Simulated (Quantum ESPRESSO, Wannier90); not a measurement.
Wannier functions of ZnSnP2 (P-4m2)

```yaml
crystal:
  lattice:
    - [4.00390, 0.00000, 0.00000]
    - [0.00000, 4.00390, 0.00000]
    - [0.00000, 0.00000, 5.62318]
  atoms:
    - { symbol: Zn, position: [0.00000, 0.00000, 0.00000] }
    - { symbol: Sn, position: [0.50000, 0.50000, 0.50000] }
    - { symbol: P, position: [0.00000, 0.50000, 0.22706] }
    - { symbol: P, position: [0.50000, 0.00000, 0.77294] }
```

Structure: Materials Project mp-1215429, symmetrised, not relaxed again. Not found in the COD (Crystallography Open Database) copy used; not checked further. Computed values, not measurements, from PBEsol: Quantum ESPRESSO (norm-conserving PseudoDojo potentials, cutoff 68 Ry, spinors with spin-orbit coupling) on a Γ-centred 6×6×4 mesh, then Wannier90. Density: 8×8×6 mesh, Gaussian smearing 0.01 Ry.

Valence charges of the files: Zn 20, Sn 14, P 5. 84 bands were computed.

Isolated groups of bands, relative to the valence-band maximum (bands from 45 on overlap up to the last one computed):

```json
[
 {"bands": "1–2", "from (eV)": "-125.41", "to (eV)": "-125.41", "filling": "filled", "weight on atomic waves": "Zn 3s 99 %"},
 {"bands": "3–4", "from (eV)": "-81.77", "to (eV)": "-81.77", "filling": "filled", "weight on atomic waves": "Zn 3p 100 %"},
 {"bands": "5–8", "from (eV)": "-78.71", "to (eV)": "-78.70", "filling": "filled", "weight on atomic waves": "Zn 3p 100 %"},
 {"bands": "9–12", "from (eV)": "-22.18", "to (eV)": "-22.16", "filling": "filled", "weight on atomic waves": "Sn 4d 100 %"},
 {"bands": "13–18", "from (eV)": "-21.17", "to (eV)": "-21.11", "filling": "filled", "weight on atomic waves": "Sn 4d 100 %"},
 {"bands": "19–22", "from (eV)": "-12.39", "to (eV)": "-9.94", "filling": "filled", "weight on atomic waves": "P 3s 64 %, Sn 5p 13 %, Sn 5s 11 %"},
 {"bands": "23–44", "from (eV)": "-8.06", "to (eV)": "0.00", "filling": "filled", "weight on atomic waves": "Zn 3d 45 %, P 3p 36 %, Sn 5p 8 %"}
]
```

Wanted is a model with the orbitals Zn s p d, Sn s p, P s p, without the filled groups that are mainly made of other shells (semicore states, and anion s where it isn't named); all higher bands stay in for disentanglement.

**Question.** Give num_wann, exclude_bands and num_bands, and the number of electrons that the model holds.

**Answer.** Electrons: 1×20 + 1×14 + 2×5 = 44, which fill 44 bands.
num_wann = 2 × (1×9 + 1×4 + 2×4) = 42.
exclude_bands = 1-18, 18 bands, so num_bands = 84 − 18 = 66.
The model holds 44 − 1×18 = 26 electrons. With the window frozen to 1.96 eV it follows pw.x to 7.0 meV rms (states up to 1.5 eV relative to the valence-band maximum).
